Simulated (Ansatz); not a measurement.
An element in the sc structure gives these cold pressures by all-electron LAPW under PBEsol (Ansatz 0.2.0, scalar-relativistic, no spin polarisation).

```
V (Å³/atom)  P (GPa)
      77.03    -0.03
      70.87     0.24
      64.70     0.65
      58.54     1.25
      52.38     2.18
      46.22     3.66
      40.05     6.02
      34.66     8.77
```

Which element is it?

K. Its zero-pressure volume in this structure is near 77.0 Å³/atom; the volume and the steepness of P(V) together point to it, though neighbours can come close. This is the case that was computed; others weren't tested.
